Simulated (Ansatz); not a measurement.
YPb2 (space group Cmcm)

```
CELL_PARAMETERS angstrom
      2.26351    -8.41328     0.00000
      2.26351     8.41328     0.00000
      0.00000     0.00000     4.49265
ATOMIC_POSITIONS crystal
  Y  0.09701 0.90299 0.75000
  Y  0.90299 0.09701 0.25000
  Pb 0.56610 0.43390 0.25000
  Pb 0.43390 0.56610 0.75000
  Pb 0.25142 0.74858 0.25000
  Pb 0.74858 0.25142 0.75000
```

The slice is a (130) plane (indices of the conventional cell) through the point (0.903, 0.097, 0.250) (fractional), spanned by u = [001] and v = [210] in vectors of this cell: u (4.49 Å) and v (10.81 Å, at 90° to u). It covers one period; positions are fractions (u, v).

These are r2SCAN (plane waves to 500 eV, PAW, scalar-relativistic; Ansatz, a first-principles code) values and carry that method's errors. k mesh 11×11×10. Inside the PAW spheres the values are not all-electron values, and peaks at nuclei hang on which shells count as valence. Spin-orbit coupling is left out, though Pb is heavy. YPb2 is run without spin polarisation. YPb2 was relaxed with its symmetry unable to fall.

Q: Sketch the valence electron density on this plane as a map.

A: 
| v \ u | 0.00 | 0.12 | 0.25 | 0.38 | 0.50 | 0.62 | 0.75 | 0.88 |
|---|---|---|---|---|---|---|---|---|
| 0.90 | -0.4 | -0.7 | -1.0 | -1.1 | -1.0 | -1.1 | -1.0 | -0.7 |
| 0.80 | -0.5 | -0.7 | -0.9 | -1.0 | -1.0 | -1.0 | -0.9 | -0.7 |
| 0.70 | 0.9 | 0.5 | -0.4 | -1.0 | -1.2 | -1.0 | -0.4 | 0.5 |
| 0.60 | -0.1 | -0.3 | -0.7 | -1.0 | -1.0 | -1.0 | -0.7 | -0.3 |
| 0.50 | -1.0 | -1.1 | -1.1 | -1.0 | -0.9 | -1.0 | -1.1 | -1.1 |
| 0.40 | 0.2 | -0.1 | -0.6 | -1.0 | -1.1 | -1.0 | -0.6 | -0.1 |
| 0.30 | 0.9 | 0.4 | -0.4 | -0.9 | -1.1 | -0.9 | -0.4 | 0.4 |
| 0.20 | -0.7 | -0.8 | -0.9 | -0.8 | -0.8 | -0.8 | -0.9 | -0.8 |
| 0.10 | -0.4 | -0.7 | -0.9 | -0.9 | -0.8 | -0.9 | -0.9 | -0.7 |
| 0.00 | 0.5 | 0.5 | -0.6 | -1.1 | -1.2 | -1.1 | -0.6 | 0.5 |

Values: log₁₀ of the valence density in e/Å³. The scale is logarithmic, as a density can span decades between atoms and voids.
